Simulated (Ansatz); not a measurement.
Computed with Ansatz (plane waves, PAW, 420 eV cutoff): PBEsol, scalar-relativistic, collinear spin, Γ-centred 10×10×6 mesh, 0.05 eV Gaussian smearing. The datasets are Ansatz's generated set soft_2.

A crystal of composition XSe, relaxed at this level of theory, gives this pattern between 10° and 80°.

Cu Kα1 powder pattern (kinematic, no thermal factors).
```json
{"2θ (°)": "26.01", "relative intensity": "85"}
{"2θ (°)": "31.53", "relative intensity": "24"}
{"2θ (°)": "35.46", "relative intensity": "7"}
{"2θ (°)": "44.50", "relative intensity": "100"}
{"2θ (°)": "45.88", "relative intensity": "63"}
{"2θ (°)": "53.49", "relative intensity": "13"}
{"2θ (°)": "56.73", "relative intensity": "4"}
{"2θ (°)": "59.28", "relative intensity": "10"}
{"2θ (°)": "61.22", "relative intensity": "3"}
{"2θ (°)": "65.83", "relative intensity": "32"}
{"2θ (°)": "73.07", "relative intensity": "10"}
{"2θ (°)": "75.03", "relative intensity": "5"}
{"2θ (°)": "75.83", "relative intensity": "4"}
{"2θ (°)": "79.76", "relative intensity": "2"}
```

**Question.** Which lattice and cell does the pattern come from?

**Answer.** Hexagonal, space group P6_3/mmc (No. 194), a = 3.953 Å, b = 3.953 Å, c = 5.059 Å, α = 90.00°, β = 90.00°, γ = 120.00°. The line positions fix the lattice at most, not the space group, and lines under 1 % of the strongest aren't listed; this is the group of the computed cell.

The calculation on XSe, where X is one element, gave:

* Band gap: zero (metallic)
* Density of states at the Fermi level: 0.54 states/(eV·atom)
* Magnetic state: non-magnetic (the starting moments died out)
* Site spin moments: none
* Formation energy from the elements (0 K, uncorrected): 0.57 eV/atom (unstable against the elements)
* Bulk modulus (Birch–Murnaghan): 184 GPa
* Pressure derivative B0′: 5.1

Sites: X on 2a, Se on 2c.

**Question.** Which element is X?
A. Ir
B. Os
C. W
D. Re

**Answer.** D. X is Re, so the compound is ReSe.

The cell came from substitution into a structure type; whether the compound takes it is for experiment to say.

Spin–orbit coupling, which matters for such heavy elements, is left out. The starting moments died out; a magnetic state reached from other starts isn't excluded.
